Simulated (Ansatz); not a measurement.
BN (h-BN type, space group P6_3/mmc)

```xyz
4
Lattice="2.5006 0.0000 0.0000 -1.2503 2.1656 0.0000 0.0000 0.0000 6.5258" Properties=species:S:1:pos:R:3 pbc="T T T"
B      0.0000     1.4437     1.6315
B      1.2503     0.7219     4.8944
N      0.0000     1.4437     4.8944
N      1.2503     0.7219     1.6315
```

Equation-of-state scan: isotropic scaling of the cell above, V₀ being its volume. Symmetry pins the atoms to their sites.

These are r2SCAN+rVV10 (plane waves to 500 eV, PAW, scalar-relativistic; Ansatz, a quantum-chemistry and plane-wave program) values and carry that method's errors. k mesh 15×15×5 (Γ-centred), Fermi-Dirac smearing 0.05 eV. Compression counts positive. BN was relaxed with its symmetry unable to fall.

At one point of the scan the stress tensor (GPa) is:

```
  -30.3      0.0      0.0
    0.0    -30.3      0.0
    0.0      0.0     -1.0
```

Question: Which point is it?
A. V/V₀ = 1.050
B. V/V₀ = 1.100
C. V/V₀ = 1.075
D. V/V₀ = 1.025

Answer: B, V/V₀ = 1.100

(A scan under strain: stresses follow from slopes of the energy per volume, elastic moduli from its curvatures.)
